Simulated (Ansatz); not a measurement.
## Ni3Pt (Pm-3m): total moment held at 1.92 μB

All numbers below come from DFT, LDA, all-electron PAW with datasets made for the crystal, scalar-relativistic (Ansatz 0.2.0).

Command: `ansatz run input.yaml --threads 2 --pin off --max-ram 6144MiB --backend cpu --events-out ev --progress --plain --runs-dir out`

```yaml
crystal:
  lattice:
    - [3.62456679, 0.0, 0.0]
    - [0.0, 3.62456679, 0.0]
    - [0.0, 0.0, 3.62456679]
  atoms:
    - { symbol: Ni, position: [0.5, 0.0, 0.5], spin: 0.565 }
    - { symbol: Ni, position: [0.0, 0.5, 0.5], spin: 0.565 }
    - { symbol: Ni, position: [0.5, 0.5, 0.0], spin: 0.565 }
    - { symbol: Pt, position: [0.0, 0.0, 0.0], spin: 0.225 }
magnetization:
  spin_polarized: true
  initial_magnetization: 1.92
  spin_locking: { lock_magnetization: hard }
kpoints:
  mp_grid: { grid: [9, 9, 9] }
scf:
  occupations: { method: fermi_dirac, width: 0.05 }
  lower_state_search: "off"
hamiltonian:
  xc: lda
  pseudopotentials: { kind: all_electron, datasets: crystal }
output:
  forces: true
  stress: true
  eigenvalues: false
```

The program prints:

```
settings of this run that can trade accuracy for cost: output.eigenvalues: false. Do not mix this run's numbers with those of runs without the same settings; the input reference describes each key
hamiltonian.pseudopotentials.datasets: crystal makes datasets for this crystal and solves the spheres of its atoms anew in each pass: cutoff 320.0 eV, the density's 1280.0 eV; for an error of 0.50 meV an atom under PBE, 2.0 meV for the cell; an energy difference from a run of another recipe may be off by several times the error for the cell, under r2SCAN by more, where some 0.1 meV an atom stays a …
Engine: ansatz 0.2.0
Pseudopotentials: kind: all_electron
Pseudopotential: Ni, paw, valence charge 18, recommended cutoff 320 eV (normal), crystal/all_electron/lda/scalar/gaussian/Ni, Koelling and Harmon's equation, gaussian nucleus
Pseudopotential: Pt, paw, valence charge 18, recommended cutoff 320 eV (normal), crystal/all_electron/lda/scalar/gaussian/Pt, Koelling and Harmon's equation, gaussian nucleus
Functional definition: SPW92
  exchange = slater_x
  correlation = pw_c
Crystal: 4 atoms, lattice volume = 47.618 Å³
Basis set: ecut = 320 eV, 619 PW (Γ)
Bands: 45, of which v1, the nominal top of the filled ones, is band 36 counted from 1 (35 counted from 0)
Symmetry: 48 space group operations
Space group: Pm-3m (ITA 221), of the structure as read, at distance tolerance 3.6e-5 Å
Magnetic group: BNS 221.92 (UNI 1594), of the structure as read, at distance tolerance 3.6e-5 Å
k-points: 35 of 729
Non-local potential: Ni, projectors of the file, l = 0: 3, l = 1: 3, l = 2: 2
Non-local potential: Pt, projectors of the file, l = 0: 2, l = 1: 2, l = 2: 2
PAW form: soft (Blöchl's): semilocal exchange-correlation on the pseudo side does not see the compensation charge
PAW one-centre angular grid: Ni, 590 points (default); XC on its mesh's 1903 points in the sphere
PAW one-centre angular grid: Pt, 590 points (default); XC on its mesh's 1797 points in the sphere
Initial density: superposition of atomic densities (chi_scale 0.1, normalization cell)
Starting moments: Σ|m| = 1.92 μB on 4 of 4 sites
Initial wavefunctions: pseudopotential atomic-orbital guess
Functional: x = slater, c = lda
iter 1 solved again at ethr=2.13e-2 eV; its pass at ethr=1.00e-1 eV (dr2=1.53e1 eV) is discarded
SCF iter   1: F=—  HF=-624633.654041 eV  |F-HF|=—  |Δ(HF+E_count)|=         —  Δρ=1.11e-1 (↑9.42e-2 ↓1.11e-1)  dr2=1.57e1  dr2_m=3.77e-2  M=1.920 μB ∫|m|=1.987 μB  β_m=0.30  ethr=2.13e-2  ⟨swp⟩=2.1  Hψ=15371  notcnv=0
preconditioner: auto → Kerker (q_TF=auto, 2.923 Å⁻¹)  [metal: Δε(μ)=0.008 eV  Ē_g=8.428 eV  σ=0.050 eV  W_gap=0.04  n_scr=18 (ndim 8)  ℏωp=34.0 eV  f_vac=0.000  D(μ)=7.49/eV (n_scr^D=122)]
spin=Collinear: Kerker preconditioning applied to the charge; magnetization (m = ρ↑ − ρ↓) channel mixes plain (no charge-response kernel on spin).
SCF iter   2: F=—  HF=-624631.352732 eV  |F-HF|=—  |Δ(HF+E_count)|=    2.30e0  Δρ=5.76e-2 (↑4.35e-2 ↓5.76e-2)  dr2=7.35e0  dr2_m=2.43e-2  M=1.920 μB ∫|m|=1.962 μB  β_m=0.31  ethr=2.13e-2  ⟨swp⟩=3.0  Hψ=6877  notcnv=0
SCF iter   3: F=—  HF=-624630.316240 eV  |F-HF|=—  |Δ(HF+E_count)|=    1.04e0  Δρ=4.83e-2 (↑3.75e-2 ↓4.83e-2)  dr2=2.88e0  dr2_m=1.63e-2  M=1.920 μB ∫|m|=2.013 μB  β_m=0.37  ethr=1.02e-2  ⟨swp⟩=2.1  Hψ=6306  notcnv=0
iter 4 solved again at ethr=3.95e-4 eV; its pass at ethr=4.00e-3 eV (dr2=2.85e-1 eV) is discarded
SCF iter   4: F=—  HF=-624629.355148 eV  |F-HF|=—  |Δ(HF+E_count)|=   9.61e-1  Δρ=1.60e-2 (↑8.79e-3 ↓1.60e-2)  dr2=2.83e-1  dr2_m=6.99e-3  M=1.920 μB ∫|m|=2.056 μB  β_m=0.65  ethr=3.95e-4  ⟨swp⟩=2.7  Hψ=13360  notcnv=0  defer=10
SCF iter   5: F=—  HF=-624629.485993 eV  |F-HF|=—  |Δ(HF+E_count)|=   1.31e-1  Δρ=5.42e-3 (↑4.85e-3 ↓5.42e-3)  dr2=5.55e-2  dr2_m=1.02e-3  M=1.920 μB ∫|m|=2.077 μB  β_m=0.81  ethr=3.93e-4  ⟨swp⟩=3.1  Hψ=6622  notcnv=0  defer=4
SCF iter   6: F=—  HF=-624629.498863 eV  |F-HF|=—  |Δ(HF+E_count)|=   1.29e-2  Δρ=3.85e-3 (↑2.40e-3 ↓3.85e-3)  dr2=2.21e-2  dr2_m=2.99e-4  M=1.920 μB ∫|m|=2.079 μB  β_m=0.91  ethr=7.70e-5  ⟨swp⟩=2.9  Hψ=6428  notcnv=0  defer=5
SCF iter   7: F=—  HF=-624629.510127 eV  |F-HF|=—  |Δ(HF+E_count)|=   1.13e-2  Δρ=5.48e-3 (↑3.87e-3 ↓5.48e-3)  dr2=4.68e-2  dr2_m=3.46e-4  M=1.920 μB ∫|m|=2.080 μB  β_m=0.91  ethr=3.06e-5  ⟨swp⟩=2.2  Hψ=5772  notcnv=0  defer=5
SCF iter   8: F=—  HF=-624629.504156 eV  |F-HF|=—  |Δ(HF+E_count)|=   5.97e-3  Δρ=1.84e-3 (↑1.57e-3 ↓1.84e-3)  dr2=5.58e-3  dr2_m=1.34e-5  M=1.920 μB ∫|m|=2.083 μB  β_m=0.68  ethr=3.06e-5  ⟨swp⟩=2.1  Hψ=5799  notcnv=0  defer=4
SCF iter   9: F=—  HF=-624629.503091 eV  |F-HF|=—  |Δ(HF+E_count)|=   1.06e-3  Δρ=1.21e-4 (↑1.21e-4 ↓8.43e-5)  dr2=9.35e-6  dr2_m=2.73e-6  M=1.920 μB ∫|m|=2.085 μB  β_m=0.84  ethr=7.75e-6  ⟨swp⟩=3.0  Hψ=5961  notcnv=0  defer=2
SCF iter  10: F=—  HF=-624629.503142 eV  |F-HF|=—  |Δ(HF+E_count)|=   5.09e-5  Δρ=1.48e-4 (↑5.61e-5 ↓1.48e-4)  dr2=2.15e-5  dr2_m=1.01e-6  M=1.920 μB ∫|m|=2.085 μB  β_m=0.84  ethr=1.30e-8  ⟨swp⟩=3.9  Hψ=8696  notcnv=0
SCF iter  11: F=—  HF=-624629.503149 eV  |F-HF|=—  |Δ(HF+E_count)|=   6.84e-6  Δρ=1.48e-4 (↑1.32e-4 ↓1.48e-4)  dr2=4.45e-5  dr2_m=4.04e-8  M=1.920 μB ∫|m|=2.085 μB  β_m=0.77  ethr=1.30e-8  ⟨swp⟩=3.0  Hψ=8019  notcnv=0
SCF iter  12: F=—  HF=-624629.503142 eV  |F-HF|=—  |Δ(HF+E_count)|=   7.03e-6  Δρ=6.06e-5 (↑5.56e-5 ↓6.06e-5)  dr2=8.60e-6  dr2_m=5.39e-9  M=1.920 μB ∫|m|=2.085 μB  β_m=0.73  ethr=1.30e-8  ⟨swp⟩=3.0  Hψ=6310  notcnv=0
SCF iter  13: F=—  HF=-624629.503140 eV  |F-HF|=—  |Δ(HF+E_count)|=   2.04e-6  Δρ=1.05e-5 (↑1.05e-5 ↓7.94e-6)  dr2=1.50e-7  dr2_m=1.46e-9  M=1.920 μB ∫|m|=2.085 μB  β_m=0.74  ethr=1.19e-8  ⟨swp⟩=2.2  Hψ=5769  notcnv=0
SCF iter  14: F=-624629.503140 eV  HF=-624629.503140 eV  |F-HF|=8.42e-8  |Δ(HF+E_count)|=   6.25e-8  Δρ=5.72e-6 (↑5.00e-6 ↓5.72e-6)  dr2=7.25e-8  dr2_m=8.59e-11  M=1.920 μB ∫|m|=2.085 μB  ethr=2.08e-10  ⟨swp⟩=3.0  Hψ=6651  notcnv=0
SCF 1 converged in 14 iterations: F = -624629.503154 eV  dr2 = 7.25e-8
  Residual-converged pass: ⟨swp⟩=3.0  Hψ=5667  notcnv=0  max |occ|·‖R‖ = 6.5e-6 eV (tolerance 6.7e-6 eV)  dr2=7.22e-8  dr2_m=8.45e-11  dr2_onsite=4.41e-8  max |Δocc| = 6.9e-11
  greatest PAW one-centre occupation: 1.005 electrons in one spin orbital (limit 2), on the Ni atom at site 1 (counted from 0), in its partial waves of l = 0
SCF converged after 14 iterations
Stability checked in part: among states of this total moment the steps that led to this state did not find it unstable. No probe was made; neither looks for a lower state of another moment (fixed_total_moment; see scf.lower_state_search)
Magnetization: 1.9200 μB (36.9600 up, 35.0400 down)
Absolute magnetization: 2.0850 μB (∫|ρ↑−ρ↓|)
Spin contamination: -0.0574 ħ² per cell (⟨S²⟩ above its minimum at these occupations)
Per-site moments (μB) at R_I (Å): [(0.5776559641083426, 1.0572192493799297), (0.5776559641083425, 1.0572192493799297), (0.5776559641083427, 1.0572192493799297), (0.25579094560422433, 1.0572192493799297)]
Free energy (F): -624629.503154 eV
Harris-Foulkes:  -624629.503154 eV  (|F-HF|=8.42e-8)
Internal energy: -624629.439510 eV  (E = F + TS)
E sigma→0 (E₀):  -624629.471332 eV
Entropy (-TS):   -0.063644 eV (-15.911 meV/atom)
Past the cutoff: the bands carry plane waves up to 1.75 times it, of which those up to 1.5 times it add -0.000470 eV an atom, each by itself; the spheres take 0.000362 eV an atom off the energy for waves past 1.75 times it
By the cutoff:   a pressure is off by up to 0.010 GPa (1.2 times the spheres' own share and the shells' term, over an atom's volume, and 0.004 GPa: a bound that held against runs at twice the plane waves)
Past the cutoffs: a stress includes -0.0027 GPa for waves and charges beyond them, in addition to the slope of what the spheres take
In the spheres:  the bands' charges fall short by 1.0e-6 e at most (sound up to 1e-3)
Fermi energy:    21.233574 (↑ 21.190928, ↓ 21.276221) eV
--- Per-component energies (eV) ---
  E_band       = -837.851884
  E_kinetic    = 660.700432
  E_local      = -6270.918195  (includes V_loc(G=0)·N_el)
  E_nonlocal   = -2785.145646
  E_hartree    = 3410.783234
  E_xc         = -214.030130
  E_vxc        = -278.046520  (∫ρ·V_xc dr)
  E_paw        = -631183.558883  (= ΣΔE_a)
  E_vpaw       = -22541.848766  (= ΣTr[D̂ρ^β])
  E_ewald      = -11803.124121
  E_smearing   = -0.063644  (= −TS)
  E_closure    = 23555.853798  (closes the sum)
  Σ components = -624629.503154   (vs F -624629.503154, Δ=0.00e0)
  The terms above E_closure are by the made datasets' own strengths, without shells solved beside the bands.
--- Forces (eV/Å), atoms counted from 1 ---
  atom   1  Ni    -0.00000000     0.00000000     0.00000000
  atom   2  Ni    -0.00000000    -0.00000000     0.00000000
  atom   3  Ni    -0.00000000     0.00000000    -0.00000000
  atom   4  Pt    -0.00000000     0.00000000    -0.00000000
  max |Σ_I F_I| component: 1.77e-28 eV/Å
--- Stress (GPa, compression-positive) ---
      -12.217021       0.000000       0.000000
       -0.000000     -12.217021       0.000000
        0.000000       0.000000     -12.217021
  P = ⅓ Tr σ = -12.2170 GPa (-122.170 kbar)
settings of this run that can trade accuracy for cost: output.eigenvalues: false. Do not mix this run's numbers with those of runs without the same settings; the input reference describes each key
```

Site moments (μB): Ni1 0.58, Ni2 0.58, Ni3 0.58, Pt4 0.26. Cell moment 1.92 μB.

The magnetic group in the log treats spin as a scalar label, without spin–orbit coupling.

The Ansatz runs typed with the search for lower states off end where their start leads. Spin–orbit coupling is left out although heavy atoms are present. The magnetic state is the one that this cell and start allow. It needn't be the compound's measured order, which may need a larger cell or be absent.

It took 31 s on 2 threads of Intel(R) Xeon(R) Platinum 8259CL CPU @ 2.50GHz (Skylake/Cascade Lake) (shared host), peak memory 1.2 GiB.
